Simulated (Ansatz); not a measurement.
InGaAs2:
```xyz
4
Lattice="4.1532 0.0000 0.0000 0.0000 4.1532 0.0000 0.0000 0.0000 5.9194" Properties=species:S:1:pos:R:3 pbc="T T T"
In     0.0000     0.0000     2.9597
Ga     2.0766     2.0766     0.0000
As     2.0766     0.0000     4.5574
As     0.0000     2.0766     1.3620
```

Relaxed with r²SCAN. Special points in fractions of this cell's reciprocal vectors: Γ (0.000, 0.000, 0.000); X (0.000, 0.500, 0.000); M (0.500, 0.500, 0.000); Z (0.000, 0.000, 0.500); R (0.000, 0.500, 0.500); A (0.500, 0.500, 0.500).

### Question
List the band energies nearest the valence-band maximum at these points for plane-wave PAW r²SCAN (Ansatz code).

### Answer
In eV from the valence-band maximum; about four levels below and three above (degenerate sets whole), none deeper than 8.9 eV; points with the same levels are listed once.

```
k                        below                above
-  ---------------------------  -------------------
Γ  -2.60 -2.60 -0.17 0.00 0.00       0.30 1.85 2.17
X      -3.28 -3.00 -1.50 -0.86       2.38 3.51 5.24
M      -2.74 -2.56 -2.56 -2.38       1.77 1.77 1.93
Z      -1.95 -1.95 -1.24 -1.24       2.18 2.30 3.22
R      -1.46 -1.14 -1.11 -0.77       0.93 1.47 4.60
A      -3.33 -3.25 -3.13 -3.13  4.59 4.66 4.74 4.74
```

Space group P-4m2. The workflow started from a Materials Project entry (that database holds measured and hypothetical structures alike); the Crystallography Open Database copy checked does not list it. With In and Ga taken as one species the cell has the higher symmetry F-43m, so it may be an ordered model of a mixed-site phase. Its standing as an ambient phase is unchecked. The cell was relaxed with r²SCAN under the symmetry of its start; whether a distortion lowers the energy is not shown. Scalar-relativistic: spin–orbit coupling is off unless named, which matters more the heavier the elements.

Potentials: the later of the program's two PAW sets.
